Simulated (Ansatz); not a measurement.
Ca3Si4Ir4:
```
CELL_PARAMETERS angstrom
     -3.71065     3.71065     3.71065
      3.71065    -3.71065     3.71065
      3.71065     3.71065    -3.71065
ATOMIC_POSITIONS crystal
  Si 0.63335 0.63335 0.63335
  Si 0.36665 0.00000 0.00000
  Si 0.00000 0.00000 0.36665
  Si 0.00000 0.36665 0.00000
  Ir 0.27805 0.27805 0.27805
  Ir 0.72195 0.00000 0.00000
  Ir 0.00000 0.00000 0.72195
  Ir 0.00000 0.72195 0.00000
  Ca 0.00000 0.50000 0.50000
  Ca 0.50000 0.00000 0.50000
  Ca 0.50000 0.50000 0.00000
```

Relaxed with r²SCAN.

Question: Map the electron localisation function on the plane through (0.367, 0.000, 0.000) spanned by u = [1, 1, 0] and v = [1, -1, 0] in lattice vectors, from the program Ansatz at the r²SCAN level (PAW).

Answer: x is the fraction of u, y of v (the angle between them is 90°; rows are the nearest grid lines); atoms in the plane: Si at (0.00, 0.00), Si at (0.50, 0.50), Si at (0.00, 0.63), Si at (0.50, 0.13), Ir at (0.18, 0.18), Ir at (0.68, 0.68), Ir at (0.18, 0.46), Ir at (0.68, 0.96), Ca at (0.32, 0.82), Ca at (0.82, 0.32).
```
|74247876543322345665445777776446775237|
|33456653100000013443357753477533565423|
|66776520000110001243347776777423455566|
|55554100489999961012322344432222333445|
|33332004899889996101333333222222222333|
|44443101799999984002332222222222223344|
|56654200279999841013323456543222334455|
|56676531000000001343357765677533455555|
|42236766432111235554346776677545775224|
|23578876544445567788754445443356886322|
|67888654334456677788886543333456776556|
|77544566543457874233358887654444456777|
|43467755676446763122235666432100124554|
|43467766776323455566776641000011000134|
|33345777764223345566766420015787520013|
|12332222222222223334443100599999997201|
|02333332222222223333333101699989998300|
|23333556542222334455665310158999862002|
|33346777764223445667776520002565310023|
|43467633676435664222345664310000012444|
|65445777764457873255236887654433345676|
|88876433333467776556888754434456677778|
|46788765444456667788875433333456776444|
|74247876543322345665445777776446775237|
```
Scale: ten equal steps from 0.026 (start of '0') to 0.865 (end of '9'), in the order '0123456789'; x runs from 0.000 to 1.00, y from 0.000 (bottom) to 1.00 (top).

The density is the valence pseudo-density with augmentation charge, so density and ELF within about 1 Å of a nucleus are not all-electron values.

Space group I-43m. The workflow started from an entry of the Crystallography Open Database (COD). Its standing as an ambient phase is unchecked. Symmetry was held in the r²SCAN relaxation; whether a distortion lowers the energy is not shown. No spin polarisation was allowed. Spin–orbit coupling is left out wherever it is not named.

Potentials: the later of the program's two PAW sets.
